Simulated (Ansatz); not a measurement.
HfB2:
```
HfB2
1.0
    3.12728     0.00000     0.00000
   -1.56364     2.70830     0.00000
    0.00000     0.00000     3.44685
Hf B
1 2
Direct
  0.00000   0.00000   0.00000
  0.33333   0.66667   0.50000
  0.66667   0.33333   0.50000
```

Relaxed with PBEsol. Special points in fractions of this cell's reciprocal vectors: Γ (0.000, 0.000, 0.000); M (0.500, 0.000, 0.000); K (0.333, 0.333, 0.000); A (0.000, 0.000, 0.500); L (0.500, 0.000, 0.500); H (0.333, 0.333, 0.500).

Problem. List the band energies nearest the Fermi level at these points for the program Ansatz at the PBEsol level (PAW).

Solution. In eV from the Fermi level; about four levels below and three above (degenerate sets whole), none deeper than 8.9 eV; points with the same levels are listed once.

```tsv
k	below	above
Γ	-3.10 -3.01 -3.01 -2.68	4.01 4.01 4.74 4.74
M	-4.20 -3.43 -3.00	2.22 2.70 5.66
K	-8.27 -8.27 -7.88 -2.63 -2.63	1.73 1.73 3.39
A	-8.47 -1.18 -1.18	0.19 0.19 0.93 0.93
L	-7.46 -5.10 -4.83 -2.66	4.10 4.24 6.29
H	-5.53 -3.21 -3.21	4.55 5.43 7.07 7.07
```

Space group P6/mmm. Symmetry was held in the PBEsol relaxation; of distortions, only those at the zone centre were tested. No spin polarisation was allowed. Scalar-relativistic: spin–orbit coupling is off unless named, which matters more the heavier the elements.

Potentials: the later of the program's two PAW sets.
